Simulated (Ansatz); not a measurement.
Cu$_{2}$O (cuprite type, space group Pn-3m)

```
Cu2O
1.0
    4.29840     0.00000     0.00000
    0.00000     4.29840     0.00000
    0.00000     0.00000     4.29840
Cu O
4 2
Direct
  0.75000   0.75000   0.75000
  0.75000   0.25000   0.25000
  0.25000   0.75000   0.25000
  0.25000   0.25000   0.75000
  0.00000   0.00000   0.00000
  0.50000   0.50000   0.50000
```

The volume is varied about the relaxed value V₀ at fixed cell shape. Symmetry pins the atoms to their sites.

Computed with PBE (plane waves to 420 eV, PAW, scalar-relativistic; Ansatz, a quantum-chemistry and plane-wave program). k mesh 8×8×8 (Γ-centred), Fermi-Dirac smearing 0.05 eV. Energies are smeared free energies. Cu2O is run without spin polarisation. Cu2O was relaxed with its symmetry unable to fall. The zero of ΔE is the relaxed starting cell.

```csv
V (Å³/atom),ΔE (meV/atom)
12.442,18.7
12.641,10.2
12.839,4.4
13.038,1.1
13.236,0.0
13.435,1.0
13.634,4.0
13.832,8.6
14.031,14.9
```

What is the fitted pressure derivative B₀′?

4.8.

What bulk modulus B₀ follows from a third-order Birch-Murnaghan fit?

112 GPa. Check by three points about V = 13.236 Å³/atom, step 0.199: d²E/dV² ≈ (1.1 − 2·0.0 + 1.0) meV / 0.199² = 0.0533 eV/Å⁶, and V·d²E/dV² × 160.2 = 113 GPa.

(A scan under strain: stresses follow from slopes of the energy per volume, elastic moduli from its curvatures.)
